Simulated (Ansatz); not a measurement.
HfB₂:
```xyz
3
Lattice="3.1359 0.0000 0.0000 -1.5680 2.7158 0.0000 0.0000 0.0000 3.4807" Properties=species:S:1:pos:R:3 pbc="T T T"
Hf     0.0000     0.0000     0.0000
B      0.0000     1.8105     1.7404
B      1.5680     0.9053     1.7404
```

Relaxed with r²SCAN. Special points in fractions of this cell's reciprocal vectors: Γ (0.000, 0.000, 0.000); M (0.500, 0.000, 0.000); K (0.333, 0.333, 0.000); A (0.000, 0.000, 0.500); L (0.500, 0.000, 0.500); H (0.333, 0.333, 0.500).

Q: List the band energies nearest the Fermi level at these points for plane-wave PAW r²SCAN (Ansatz code).

A: In eV from the Fermi level; about four levels below and three above (degenerate sets whole), none deeper than 8.9 eV; points with the same levels are listed once.

```json
[
 {"k": "Γ", "below": "-3.19 -3.12 -3.12 -3.08", "above": "4.17 4.17 4.86 4.86"},
 {"k": "M", "below": "-4.45 -3.70 -3.06", "above": "2.17 2.80 5.80"},
 {"k": "K", "below": "-8.19 -2.81 -2.81", "above": "1.73 1.73 3.63"},
 {"k": "A", "below": "-1.28 -1.28", "above": "0.29 0.29 1.00 1.00"},
 {"k": "L", "below": "-8.10 -5.32 -5.04 -3.05", "above": "4.10 4.35 6.43"},
 {"k": "H", "below": "-5.96 -3.51 -3.51", "above": "4.74 5.72 7.13 7.13"}
]
```

Space group P6/mmm. The r²SCAN relaxation kept the symmetry of its start; of distortions, only those at the zone centre were tested. No spin polarisation was allowed. Scalar-relativistic: spin–orbit coupling is off unless named, which matters more the heavier the elements.

Potentials: the later of the program's two PAW sets.
